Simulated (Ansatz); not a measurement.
Nb (bcc, W type)

```
Nb
1.0
   -3.30961     3.30961     3.30961
    1.65480    -1.65480     1.65480
    1.65480     1.65480    -1.65480
Nb
2
Cartesian
  0.00000   0.00000   0.00000
 -1.65480   1.65480   1.65480
```

In this cell atom 2 (Nb, nearest neighbour Nb at 2.866 Å; its periodic images, 2.9 Å or more away, move with it) is moved by s along Cartesian [110], unit vector (0.707, 0.707, 0.000); all other atoms and the cell stay fixed.

Level of theory: PBE (plane waves to 420 eV, PAW, scalar-relativistic; Ansatz, an electronic-structure program). k mesh 8×16×16 (Γ-centred), Fermi-Dirac smearing 0.05 eV. E stands for the smeared free energy. Left out: 2 of 11 points, with atoms too close for the PAW data. With partly filled bands, energies and forces of such displacements shift with the k mesh and the smearing. F∥ is the force on the atom along that direction. F⊥ is the part of the force across the line. On this mesh the relaxed cell isn't quite at rest: it carries a pressure of -0.1 GPa (compression positive) at the zero of the scan. Nb is run without spin polarisation. Nb was relaxed with its symmetry unable to fall. The zero of ΔE is the undisplaced structure.

| s (Å) | |F⊥| (eV/Å) | ΔE (eV/cell) | F∥ (eV/Å) |
|---|---|---|---|
| -0.456 | … | 0.457 | 1.982 |
| -0.342 | 0.495 | 0.260 | 1.482 |
| -0.228 | 0.260 | 0.118 | 1.011 |
| -0.114 | … | 0.030 | 0.525 |
| 0.000 | 0.000 | 0.000 | 0.000 |
| 0.114 | … | 0.030 | -0.525 |
| 0.228 | 0.260 | 0.118 | -1.011 |
| 0.342 | 0.495 | 0.260 | -1.482 |
| 0.456 | … | 0.457 | -1.982 |

### Question
What belongs in the gaps?

### Answer

- -0.456, |F⊥| (eV/Å): 0.847
- -0.114, |F⊥| (eV/Å): 0.103
- 0.114, |F⊥| (eV/Å): 0.103
- 0.456, |F⊥| (eV/Å): 0.847

(A displaced cell: forces are minus the slopes of the energy, force constants its curvatures, and phonons follow from these.)
